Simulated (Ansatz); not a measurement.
C:
```
C
1.0
    0.00000     1.77844     1.77844
    1.77844     0.00000     1.77844
    1.77844     1.77844     0.00000
C
2
Direct
  0.75000   0.75000   0.75000
  0.50000   0.50000   0.50000
```

Relaxed with PBE+D3(BJ).

Problem. Decompose the optical modes at the zone centre into irreducible representations, and say which are infrared and Raman allowed.

Solution. Point group m-3m: Γ_opt = T2g. Infrared: none. Raman: T2g.

Problem. Assign frequencies (DFPT, DFT-PBE+D3(BJ) in the program Ansatz with PAW potentials).

Solution. T2g 1306 cm⁻¹.

Space group Fd-3m (diamond). The PBE+D3(BJ) relaxation kept the symmetry of its start; phonons on a q-mesh show no instability. The volume moved by -27 % from the start of the relaxation.

Potentials: the later of the program's two PAW sets.
